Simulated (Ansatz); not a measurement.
C:
```cif
data_C8
_chemical_formula_sum 'C8'
_space_group_name_H-M_alt 'P63/mmc'
_space_group_IT_number 194
_space_group_name_Hall '-P 6c 2c'
_cell_length_a 2.50983
_cell_length_b 2.50983
_cell_length_c 8.28029
_cell_angle_alpha 90.000
_cell_angle_beta 90.000
_cell_angle_gamma 120.000
loop_
_atom_site_label
_atom_site_type_symbol
_atom_site_symmetry_multiplicity
_atom_site_Wyckoff_symbol
_atom_site_fract_x
_atom_site_fract_y
_atom_site_fract_z
_atom_site_occupancy
C1 C 4 e 0.00000 0.00000 0.09294 1
C2 C 4 f 0.33333 0.66667 0.15550 1
```

Relaxed with r²SCAN.

Task: Decompose the optical modes at the zone centre into irreducible representations, and say which are infrared and Raman allowed.

Result: Point group 6/mmm: Γ_opt = 2A1g + A2u + 2B1g + 2B2u + 2E1g + E1u + 2E2g + 2E2u. Infrared: A2u, E1u. Raman: A1g, E1g, E2g.

Task: Assign frequencies (DFPT, r²SCAN in the plane-wave PAW code Ansatz).

Result: E2u 400, E2g 419, E1g 550, B1g 704, B2u 713, A1g 1056, E1u 1216, E2g 1257, E2u 1270, A2u 1278, B2u 1310, A1g 1312, E1g 1324, B1g 1336 cm⁻¹.

Subscripts of B labels follow the axes of the standard setting.

Space group P6_3/mmc. The first step of the workflow began from a Materials Project structure, measured or hypothetical. Its sites differ from those of the usual phase in this space group: another stacking or structure type. The r²SCAN relaxation kept the symmetry of its start; phonons on a q-mesh show no instability.

Potentials: the earlier of the program's two PAW sets.
